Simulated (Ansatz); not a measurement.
The elements of this relaxed trial crystal are hidden behind letters.

```
lattice vectors (Å)
   3.4645    2.0002    3.0571
  -3.4645    2.0002    3.0571
   0.0000   -4.0005    3.0571
fractional positions
X 0.5000 0.5000 0.5000
Z 0.5000 0.5000 0.0000
Z 0.1518 0.1518 0.1518
Z 0.0000 0.5000 0.5000
Z 0.5000 0.0000 0.5000
Z 0.8482 0.8482 0.8482
```

All numbers below come from DFT PBE, scalar-relativistic, plane waves, PAW in Ansatz 0.2.0. Cutoff 420 eV, Γ-centred 6×6×6 mesh (6-atom cell), Gaussian smearing of 0.10 eV, no spin polarisation.

| Property | Result |
| --- | --- |
| Space group | R-3m (No. 166) |
| Conventional cell | a = 6.929 Å, c = 9.171 Å |
| Volume per atom | 21.19 Å³ |
| Density | 5.28 g/cm³ |
| Formation energy | +0.18 eV/atom |
| Gap on the 6×6×6 mesh of the 6-atom cell | 0 eV (a metal) |

Energies are uncorrected and count from the elements' standard states at the same level.

Q: X is an s-block element of period 2 and Z is a p-block element of period 4. Which elements are they?

A: X = Be, Z = Se, so the formula is BeSe5. Density times volume gives a mean mass of 5.28 × 21.19/1.6605 = 67.4 u per atom, and this set has 67.3 u. Among the elements that the hints allow, noble gases aside, only these give it. Around Be lie 6 Se at 2.52 Å and 2 Se at 3.19 Å; Se on a site of symmetry 2/m is surrounded by 2 Be at 2.52 Å and 2 Se at 2.60 Å; Se on a site of symmetry 3m has 3 Se at 2.60 Å, 1 Se at 2.79 Å and 1 Be at 3.19 Å.

The cell is a metal run without spin; a magnetic state may lie lower. A structure relaxed within its symmetry needn't be a true minimum.
